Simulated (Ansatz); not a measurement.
**Band table of Te (bcc type)**

```
Te
1.0
    -1.89127    1.89127    1.89127
     1.89127   -1.89127    1.89127
     1.89127    1.89127   -1.89127
Te
1
Cartesian
  0.0000 0.0000 0.0000
```

The cell comes from a relaxation on PAW files under the same functional, begun from a prototype that needn't be the stable phase.

Level of theory: DFT with PBEsol, scalar-relativistic, in Ansatz 0.2.0; a Γ-centred 15×15×15 k mesh, Fermi–Dirac smearing of 0.05 eV, no spin polarisation. LAPW: all electrons, basis error target 1 meV/atom.

Spin–orbit coupling is left out, which matters for the heavy atoms.

Path points, in fractions of the reciprocal vectors: Γ (0.000, 0.000, 0.000), H (0.500, -0.500, 0.500), N (0.000, 0.000, 0.500), P (0.250, 0.250, 0.250). The distance column jumps between branches of the path. Levels in eV from the Fermi level; bands 10 to 14, counted from the lowest band of the run. The gap is zero, the pressure 0.01 GPa.

```
# k(1/Å) point b10 b11 b12 b13 b14
0.000 Γ -14.32 3.23 3.23 3.23 10.33
0.237 - -14.12 2.29 2.71 2.71 9.61
0.475 - -13.54 0.52 1.45 1.45 7.51
0.712 - -12.60 -1.16 -0.01 -0.01 5.77
0.949 - -11.38 -2.45 -1.31 -1.31 4.42
1.187 - -10.05 -3.20 -2.31 -2.31 3.45
1.424 - -8.96 -3.31 -2.93 -2.93 2.88
1.661 H -8.55 -3.14 -3.14 -3.14 2.68
1.829 - -8.75 -3.43 -3.04 -2.88 2.92
1.997 - -9.22 -4.08 -2.73 -2.21 3.62
2.164 - -9.78 -4.81 -2.23 -1.33 4.73
2.332 - -10.28 -5.44 -1.58 -0.36 6.08
2.500 - -10.67 -5.92 -0.85 0.66 6.79
2.668 - -10.91 -6.22 -0.21 1.61 6.08
2.836 N -11.00 -6.32 0.06 2.09 5.56
3.003 - -11.33 -5.79 0.17 2.15 5.67
3.171 - -12.05 -4.51 0.48 2.30 5.99
3.339 - -12.81 -2.83 0.99 2.53 6.54
3.507 - -13.45 -0.97 1.64 2.79 7.32
3.675 - -13.93 0.92 2.36 3.02 8.35
3.842 - -14.22 2.52 2.97 3.18 9.58
4.010 Γ -14.32 3.23 3.23 3.23 10.33
4.216 - -14.17 2.17 3.02 3.02 9.42
4.421 - -13.74 0.15 2.29 2.29 8.64
4.627 - -13.03 -1.85 1.07 1.07 8.78
4.832 - -12.13 -3.48 -0.33 -0.33 9.63
5.038 - -11.18 -4.53 -1.65 -1.65 10.92
5.243 - -10.50 -4.65 -2.79 -2.79 12.45
5.449 P -10.31 -3.66 -3.66 -3.66 13.80
5.654 - -10.37 -4.26 -4.26 -1.85 11.20
5.860 - -10.41 -4.56 -4.56 0.27 8.51
6.065 - -10.27 -4.57 -4.57 1.62 7.17
6.271 - -9.93 -4.32 -4.32 0.67 6.54
6.476 - -9.40 -3.87 -3.87 -1.10 4.60
6.682 - -8.83 -3.38 -3.38 -2.56 3.22
6.887 H -8.55 -3.14 -3.14 -3.14 2.68
8.326 P -10.31 -3.66 -3.66 -3.66 13.80
8.445 - -10.35 -4.36 -3.53 -2.88 12.78
8.563 - -10.46 -4.95 -3.13 -2.01 11.66
8.682 - -10.61 -5.44 -2.52 -1.07 10.05
8.801 - -10.76 -5.83 -1.76 -0.08 8.46
8.919 - -10.89 -6.10 -0.95 0.90 7.05
9.038 - -10.97 -6.27 -0.24 1.73 5.98
9.156 N -11.00 -6.32 0.06 2.09 5.56
```
